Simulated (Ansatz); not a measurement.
Y₂CI₂:
```yaml
crystal:
  lattice:
    - [3.86360, 0.00000, 0.00000]
    - [-1.93180, 3.34598, 0.00000]
    - [0.00000, 0.00000, 10.56860]
  atoms:
    - { symbol: Y, position: [0.33333, 0.66667, 0.12385] }
    - { symbol: Y, position: [0.66667, 0.33333, 0.87615] }
    - { symbol: C, position: [0.00000, 0.00000, 0.00000] }
    - { symbol: I, position: [0.33333, 0.66667, 0.67233] }
    - { symbol: I, position: [0.66667, 0.33333, 0.32767] }
```

Relaxed with r²SCAN+D4.

### Question
Map the electron localisation function on the plane through (0.333, 0.667, 0.124) spanned by u = [0, 0, 1] and v = [1, -1, 0] in lattice vectors, from the program Ansatz at the r²SCAN+D4 level (PAW).

### Answer
x is the fraction of u, y of v (the angle between them is 90°; rows are the nearest grid lines); atoms in the plane: Y at (0.00, 0.00), Y at (0.75, 0.33), C at (0.88, 0.67), I at (0.55, 0.00), I at (0.20, 0.33).
```
|-+%#-          :*##*.@.-+**+:....  -%%*-|
|=*%#-          :*##*.:.-+**+:....  :#%#=|
|%%#+.          .+##*+==+*#*=. .:-:..=#%%|
|##+:            =###*+**##*-..:=++-..=##|
|.               .=*#####*+-..:+*###*=:..|
|.                :=+****+-. .-*##%%##+:.|
|+-.                 ....   .-*###*+*###+|
|*=.                        .=*#%#-.-#%#*|
|*=.                        .=*#%#: .*%#*|
|*-.   ....                 .-+###*+*#%#*|
|+:. .:--=--:.               .-+#####%##+|
|:..:+*######*=.               .:=*###*+:|
|...=*##***###*:            .-=-..-***+-.|
| .=*#*+==+**##+.          =#%%%#=..:-:. |
|.:=**+=-::+*##*:         .*%%#%%#: .....|
|.:+**+-.@:-**#*-         -#%*-+%%-  ....|
|.:+**+-.:.-*##*:         :#%#+*%%-  ....|
| .=**+=-::+*##*.    ...  .*%%#%%#:  ..  |
|  .=##*****##*-   -+*##*-.:*#%#+.  .    |
|.  .+##***###+.  :+#####*:.:=+-.       .|
|%#*:.-*##**+-.  :*##****##=.     .  .+#%|
|%%%+..:===-:.   =##*+==+*#*-.   ..  =#%%|
|+*%#-          :*##*.:.-+**+:. ..  :#%#+|
|-+%#-          :*##*.@.-+**+:....  -%%*-|
```
Scale: ten equal steps from 0.003 (start of ' ') to 1.01 (end of '@'), in the order ' .:-=+*#%@'; x runs from 0.000 to 1.00, y from 0.000 (bottom) to 1.00 (top).

The density is the valence pseudo-density with augmentation charge, so density and ELF within about 1 Å of a nucleus are not all-electron values.

Space group P-3m1. The first step of the workflow began from a Materials Project structure, measured or hypothetical; the Crystallography Open Database copy checked does not list it. Whether it is the stable phase at ambient conditions was not checked. The cell was relaxed with r²SCAN+D4 under the symmetry of its start; its stability against distortions is not shown here. No spin polarisation was allowed. Scalar-relativistic: spin–orbit coupling is off unless named, which matters more the heavier the elements.

Potentials: the later of the program's two PAW sets.
